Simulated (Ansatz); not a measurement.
# Kick test of a cell of Cu2Ni3

It was reached by relaxing an invented guess, and it needn't be the stable form of this composition.

Theory: DFT PBE, scalar-relativistic, plane waves, PAW (Ansatz). Plane waves to 420 eV, a k mesh through Γ of 18×18×2 on the computed 10-atom cell and Gaussian smearing (0.10 eV); collinear spin from starting moments 0.0 0.0 0.0 0.0 0.4 0.5 0.5 0.4 0.5 0.5 μB.

The cell below (10 atoms, space group P-3m1 (No. 164)) is relaxed within its symmetry.

```xyz
10
Lattice="2.5057 0.0000 0.0000 -1.2529 2.1700 0.0000 0.0000 0.0000 20.7615" Properties=species:S:1:pos:R:3 pbc="T T T"
Cu    0.0000    1.4467    1.0678
Cu    0.0000    1.4467   13.4864
Cu    1.2529    0.7233   19.6937
Cu    1.2529    0.7233    7.2751
Ni    0.0000    1.4467   17.5997
Ni    0.0000    1.4467    5.1781
Ni    0.0000    1.4467    9.3723
Ni    1.2529    0.7233    3.1617
Ni    1.2529    0.7233   11.3892
Ni    1.2529    0.7233   15.5834
```

For the test it was strained at random (σ = 1.5 % a component), the atoms were moved at random (σ = 0.15 Å), and all was relaxed again on a coarse 12×12×1 mesh (in the run’s order of axes) with 0.20 eV smearing, with no symmetry imposed.

Another magnetic order may lie lower.

Problem. Does it come back?

Solution. It returns, within 1 meV/atom of the unmoved cell on that mesh and with the same symmetry when read at 0.1 Å (P1 at 0.01 Å, so small strains and shifts remain). No instability shows in this cell; modes of other wave vectors, which need another repeat, aren't tested. Another cell of Cu2Ni3 relaxed alike, in R-3m, lies 16 meV/atom lower, so this cell isn't the stable form at this level.
